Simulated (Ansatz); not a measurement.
Space group Pm-3m (No. 221). a = 2.824 Å, b = 2.824 Å, c = 2.824 Å, α = 90.00°, β = 90.00°, γ = 90.00°
```
atom site symmetry x y z
  Al    1a m-3m  0.0000  0.0000  0.0000
  Co    1b m-3m  0.5000  0.5000  0.5000
```

Equation of state of this AlCo structure (not necessarily the ground state), with shape and atoms relaxed at each volume where symmetry leaves them free. It has no gap at any of these volumes. Computed with DFT r2SCAN, scalar-relativistic, plane waves, PAW in Ansatz 0.2.0.

Plane waves to 500 eV, a k mesh through Γ of 14×14×14 on the computed 2-atom cell and Gaussian smearing (0.10 eV); collinear spin.

```json
{"V (Å³/atom)": "10.586", "E − E(largest V) (meV/atom)": "4.39", "P (GPa)": "13.73"}
{"V (Å³/atom)": "10.923", "E − E(largest V) (meV/atom)": "-16.39", "P (GPa)": "6.23"}
{"V (Å³/atom)": "11.261", "E − E(largest V) (meV/atom)": "-22.61", "P (GPa)": "0.01"}
{"V (Å³/atom)": "11.599", "E − E(largest V) (meV/atom)": "-16.64", "P (GPa)": "-5.44"}
{"V (Å³/atom)": "11.937", "E − E(largest V) (meV/atom)": "0.00", "P (GPa)": "-10.08"}
```

Task: Fit a third-order Birch–Murnaghan equation to E(V).

Result: V0 = 11.26 Å³/atom, B0 = 195 GPa, B0' = 4.2.

The state reached may not be the lowest one.

Cost: 5 runs of about 3.4 core-minutes in all, on Intel Xeon 6975P-C (Granite Rapids) (shared hosts).